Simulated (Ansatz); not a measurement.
Relaxed-ion elastic tensor of SiMo2N in space group P6_3/mmc (No. 194; Si on 2d, Mo on 4f, N on 2a) in GPa (Voigt order), PBEsol in the plane-wave PAW code Ansatz; density 7.96 g/cm³, 12.20 Å³ per atom.

```csv
,1,2,3,4,5,6
1,239,248,250,0.0,0.0,0.0
2,248,239,250,0.0,0.0,0.0
3,250,250,379,0.0,0.0,0.0
4,0.0,0.0,0.0,123,0.0,0.0
5,0.0,0.0,0.0,0.0,123,0.0
6,0.0,0.0,0.0,0.0,0.0,-4.5
```

**Question.** Is the crystal mechanically stable?

**Answer.** No: the smallest eigenvalue of C is -9.0 GPa.

The start of the workflow was typed in or built on a structure type; neither database checked (COD, Materials Project) lists it. Whether it is the stable phase at ambient conditions was not checked. Symmetry was held in the PBEsol relaxation. At this level the phase is mechanically unstable. The workflow began spin-polarised and lost its moments. As this level gives no gap, shear constants depend on the k-mesh and smearing (Fermi–Dirac, 0.1 eV here). On the denser mesh and wider smearing of the elastic run this cell carries a stress of 1.1 GPa.

Potentials: the later of the program's two PAW sets.
